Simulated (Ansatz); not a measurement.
Li:
```
Li
1.0
    1.54739     0.89338     7.58601
   -1.54739     0.89338     7.58601
    0.00000    -1.78677     7.58601
Li
3
Direct
  0.77776   0.77776   0.77776
  0.22224   0.22224   0.22224
  0.00000   0.00000   0.00000
```

Relaxed with r²SCAN. Special points in fractions of this cell's reciprocal vectors: Γ (0.000, 0.000, 0.000); T (0.500, 0.500, 0.500); H2 (0.824, 0.176, 0.500); H0 (0.500, -0.176, 0.176); L (0.500, 0.000, 0.000); S0 (0.338, -0.338, 0.000); S2 (0.662, 0.000, 0.338); F (0.500, 0.000, 0.500).

Q: List the band energies nearest the Fermi level at these points for r²SCAN in the plane-wave PAW code Ansatz.

A: In eV from the Fermi level; about four levels below and three above (degenerate sets whole), none deeper than 8.9 eV; points with the same levels are listed once.

| k | below | above |
|---|---|---|
| Γ | -3.88 -1.74 -1.74 | 6.00 6.00 13.86 13.86 |
| T | -3.34 -3.34 | 0.02 3.00 11.18 |
| H2 | – | 1.62 1.95 2.32 |
| L | -0.04 | 0.88 1.15 3.88 |
| S0 | – | 1.61 2.10 2.32 |
| F | – | 0.27 0.37 1.24 |

Space group R-3m (9R (Sm type)). The workflow started from a Materials Project entry (that database holds measured and hypothetical structures alike); the Crystallography Open Database files this formula in space group No. 166, but the cells were not matched. It is not the phase usual at ambient conditions (space group No. 229). Symmetry was held in the r²SCAN relaxation; whether a distortion lowers the energy is not shown.

Potentials: the earlier of the program's two PAW sets.
